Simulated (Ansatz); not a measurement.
Ag:
```xyz
1
Lattice="2.7149 0.0000 0.0000 0.0000 2.7149 0.0000 0.0000 0.0000 2.7149" Properties=species:S:1:pos:R:3 pbc="T T T"
Ag     0.0000     0.0000     0.0000
```

Relaxed with r²SCAN. Special points in fractions of this cell's reciprocal vectors: Γ (0.000, 0.000, 0.000); X (0.000, 0.500, 0.000); M (0.500, 0.500, 0.000); R (0.500, 0.500, 0.500).

Problem. List the band energies nearest the Fermi level at these points for plane-wave PAW r²SCAN (Ansatz code).

Solution. In eV from the Fermi level; about four levels below and three above (degenerate sets whole), none deeper than 8.9 eV; … stands for higher levels left out; points with the same levels are listed once.

```
k                          below  above
-  -----------------------------  -----
Γ  -6.29 -6.29 -3.16 -3.16 -3.16      …
X        -4.18 -4.18 -3.06 -0.55      …
M        -5.45 -4.00 -4.00 -2.32      …
R  -5.73 -5.73 -5.73 -2.25 -2.25      …
```

Space group Pm-3m (simple cubic). A made-up cell: these elements were put on the sites of a structure type; neither database checked (COD, Materials Project) lists it. It is not the phase usual at ambient conditions (space group No. 225). The r²SCAN relaxation kept the symmetry of its start. At this level the phase is mechanically unstable. The run is not spin-polarised. Scalar-relativistic: spin–orbit coupling is off unless named, which matters more the heavier the elements.

Potentials: the earlier of the program's two PAW sets.
